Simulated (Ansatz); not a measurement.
An Ansatz input:

```yaml
crystal:
  lattice:
    - [2.6696811773, 0.0, 0.0]
    - [-1.3348405886, 2.3120117196, 0.0]
    - [0.0, 0.0, 4.3071561064]
  atoms:
    - { symbol: Rh, position: [0.3333333333, 0.6666666667, 0.25] }
    - { symbol: Rh, position: [0.6666666667, 0.3333333333, 0.75] }
hamiltonian:
  xc: lda
  pseudopotentials:
    kind: paw_fr
    azcp:
      Rh: "pseudopotentials/Rh.paw.azcp"
basis:
  ecutwfc: 420
  fft_grid_basis: typed
kpoints:
  mp_grid: { grid: [13, 13, 7], shift: [0, 0, 0] }
magnetization:
  noncollinear: true
  spin_orbit: true
scf:
  occupations: { method: fermi_dirac, width: 0.1 }
```

Output

```
Warning: the record states the generating functional pbe (its physics header spells it `PBE`), which answers neither for hamiltonian.xc's functional nor for the lda family's — results may be inconsistent (PPs are generated against a specific XC)
Engine: ansatz 0.2.0, x86_64-unknown-linux-gnu
Pseudopotentials: kind: paw_fr
Pseudopotential: Rh, paw_fr, valence charge 17, recommended cutoff 420 eV (normal) 
Functional definition: SPW92
  exchange = slater_x
  correlation = pw_c
non-collinear run that drives no moment, with spin-orbit: no starting moment large enough to seed its density (crystal.atoms[].spin), no starting occupations that ask for one, no magnetisation constraint and no magnetic field, so the semilocal B_xc is pinned to zero
Crystal: 2 atoms, lattice volume = 26.585 Å³
Basis set: ecut = 420 eV, 537 PW (Γ)
Bands: 42, of which v1, the nominal top of the filled ones, is band 34 counted from 1 (33 counted from 0)
Symmetry: 24 space group operations + 24 with time reversal
Magnetic group: BNS 194.264 (UNI 1494), of the structure as read, at distance tolerance 3.0e-5 Å
k-points: 84 of 1183
Projection manifold: j_resolved (fully-relativistic pseudo-atomic orbitals)
Non-local potential: Rh, projectors of the file, l = 0: 3, l = 1: 4, l = 2: 4, l = 3: 2
PAW form: soft (Blöchl's): semilocal exchange-correlation on the pseudo side does not see the compensation charge
PAW frozen core: Rh, regenerated for the run's functional, and the local potential with it (the file was generated under x = pbe(κ = 0.804, μ = 0.2195149727645171), c = pbe(β = 0.06672455060314922))
PAW one-centre angular grid: Rh, 590 points (default); XC on 64 Gauss nodes
Initial density: superposition of atomic densities (chi_scale 0.1, normalization cell)
Initial wavefunctions: pseudopotential atomic-orbital guess
Functional: x = slater, c = lda
SCF iter   1: F=—  HF=-12562.000554 eV  |F-HF|=—  |Δ(HF+E_count)|=         —  Δρ=1.24e-1  dr2=3.85e0  dr2_m=0.00e0 (ungated)  ethr=3.10e-3  |M|=0.00e0 ∫|m|=0.00e0 μB  |m|>n=0.0e0 m-floor=0.0e0 τ_xc=0.0e0  β_m=0.30  ⟨swp⟩=8.3  Hψ=8660  notcnv=0  defer=2
SCF iter   2: F=—  HF=-12561.243954 eV  |F-HF|=—  |Δ(HF+E_count)|=   7.57e-1  Δρ=7.74e-2  dr2=1.50e0  dr2_m=0.00e0 (ungated)  ethr=3.10e-3  |M|=0.00e0 ∫|m|=0.00e0 μB  |m|>n=0.0e0 m-floor=0.0e0 τ_xc=0.0e0  β_m=0.53  ⟨swp⟩=2.3  Hψ=3035  notcnv=0  defer=34
SCF iter   3: F=—  HF=-12560.760879 eV  |F-HF|=—  |Δ(HF+E_count)|=   4.83e-1  Δρ=1.27e-2  dr2=1.47e-2  dr2_m=0.00e0 (ungated)  ethr=3.10e-3  |M|=0.00e0 ∫|m|=0.00e0 μB  |m|>n=0.0e0 m-floor=0.0e0 τ_xc=0.0e0  β_m=0.74  ⟨swp⟩=2.1  Hψ=2812  notcnv=0  defer=34
SCF iter   4: F=—  HF=-12560.770357 eV  |F-HF|=—  |Δ(HF+E_count)|=   9.48e-3  Δρ=1.00e-3  dr2=9.11e-5  dr2_m=0.00e0 (ungated)  ethr=4.31e-5  |M|=0.00e0 ∫|m|=0.00e0 μB  |m|>n=0.0e0 m-floor=0.0e0 τ_xc=0.0e0  β_m=0.86  ⟨swp⟩=2.5  Hψ=3612  notcnv=0  defer=38
SCF iter   5: F=—  HF=-12560.770369 eV  |F-HF|=—  |Δ(HF+E_count)|=   1.27e-5  Δρ=1.45e-4  dr2=3.64e-6  dr2_m=0.00e0 (ungated)  ethr=2.68e-7  |M|=0.00e0 ∫|m|=0.00e0 μB  |m|>n=0.0e0 m-floor=0.0e0 τ_xc=0.0e0  β_m=0.90  ⟨swp⟩=2.0  Hψ=3167  notcnv=0  defer=38
SCF iter   6: F=-12560.770368 eV  HF=-12560.770368 eV  |F-HF|=2.14e-8  |Δ(HF+E_count)|=   9.35e-7  Δρ=1.32e-5  dr2=3.18e-8  dr2_m=0.00e0 (ungated)  ethr=2.94e-10  |M|=0.00e0 ∫|m|=0.00e0 μB  |m|>n=0.0e0 m-floor=0.0e0 τ_xc=0.0e0  ⟨swp⟩=1.2  Hψ=5615  notcnv=0
SCF 1 converged in 6 iterations: F = -12560.770368 eV  dr2 = 3.18e-8
SCF converged after 6 iterations
Magnetization: |M| = 0.0000 μB,  M = (+0.0000, +0.0000, +0.0000) μB
Absolute magnetization: 0.0000 μB (∫|m|)
  site 0: m = (+0.0000, +0.0000, +0.0000) μB, |m| = 0.0000 μB  (R = 1.09 Å)
  site 1: m = (+0.0000, +0.0000, +0.0000) μB, |m| = 0.0000 μB  (R = 1.09 Å)
Free energy (F): -12560.770368 eV
Harris-Foulkes:  -12560.770368 eV  (|F-HF|=2.14e-8)
Internal energy: -12560.664984 eV  (E = F + TS)
E sigma→0 (E₀):  -12560.717676 eV
Entropy (-TS):   -0.105384 eV (-52.692 meV/atom)
Fermi energy:    23.181583 eV
--- Per-component energies (eV) ---
  E_band       = -151.067123
  E_kinetic    = 1149.334489
  E_local      = -3053.817027  (includes V_loc(G=0)·N_el)
  E_nonlocal   = 718.852001
  E_hartree    = 1069.882899
  E_xc         = -442.297851
  E_vxc        = -557.725014  (∫ρ·V_xc dr)
  E_paw        = -6930.179113  (= ΣΔE_a)
  E_vpaw       = -547.488886  (= ΣTr[D̂ρ^β])
  E_aug_tail   = 0.001455  (compensation charges beyond the density's cutoff)
  E_ewald      = -5073.693003
  E_core_change = 1.251166  (= ΣΔE_core)
  E_smearing   = -0.105384  (= −TS)
  E_closure    = -0.000000  (closes the sum)
  Σ components = -12560.770368   (vs F -12560.770368, Δ=0.00e0)
```
